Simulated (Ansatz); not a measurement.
All numbers below come from DFT PBE, scalar-relativistic, plane waves, PAW, and for the lanthanide a 4f-in-core norm-conserving potential, in Ansatz 0.2.0. All cells share a 690 eV cutoff and Γ-centred k meshes spaced at most about 0.3 Å⁻¹ (about 0.25 or finer for metals, 2π included). No spin polarisation in the final relaxations.

Temperature and zero-point effects are left out.

Two forms of Tm2I3 were relaxed alike.

A.

```
Tm I
1.0
     4.51607    0.00000    0.00000
     0.00000    4.51607    0.00000
     0.00000    0.00000   14.02698
Tm I
2 3
Direct
  0.00000 0.00000 0.00000
  0.50000 0.50000 0.00000
  0.50000 0.50000 0.80112
  0.50000 0.50000 0.19888
  0.50000 0.50000 0.50000
```

B.

```
Tm I
1.0
     5.91454    0.00000    0.00000
     0.00000    5.91454    0.00000
     0.00000    0.00000    5.91454
Tm I
2 3
Cartesian
  2.9573 2.9573 2.9573
  0.0000 0.0000 0.0000
  2.9573 0.0000 0.0000
  0.0000 2.9573 0.0000
  0.0000 0.0000 2.9573
```

Problem. Which form is favoured at zero pressure, and by what margin per atom?

Solution. B is lower, by 0.38 eV/atom. A has space group P4/mmm (No. 123), 57.2 Å³/atom and no gap on its mesh; B has space group Pm-3m (No. 221), 41.4 Å³/atom and no gap. Counting I atoms around Tm (those within 1.25 times the shortest such distance or 1.15 times the sum of covalent radii, 1.27 where that leaves under three; the shortest distance is added where it exceeds 1.18 times the sum of covalent radii; a slash parts the counts of unlike sites), A has Tm 2/8 from 4.2 Å and B has Tm 6/12 from 4.2 Å. Both come from invented guesses. A third cell relaxed alike, in P6/mmm, lies 83 meV/atom below the lower of the two.

No dispersion correction is applied, so the spacing and binding between layers, chains or molecules are poorly described (P4/mmm), and this can change margins and order among such cells. These runs have no spin–orbit coupling, which can matter for I. In P4/mmm, Pm-3m an odd number of valence electrons (the lanthanide is held trivalent, its 4f shell in the core) allows no gap without spin; another valence of the lanthanide, a larger cell or a magnetic state could open one. A magnetic state wasn't ruled out in cells without spin, among them P4/mmm, Pm-3m. Cells relaxed within their symmetry can be saddle points.

The lanthanide is trivalent by construction, without f bands, f moments or other valences.
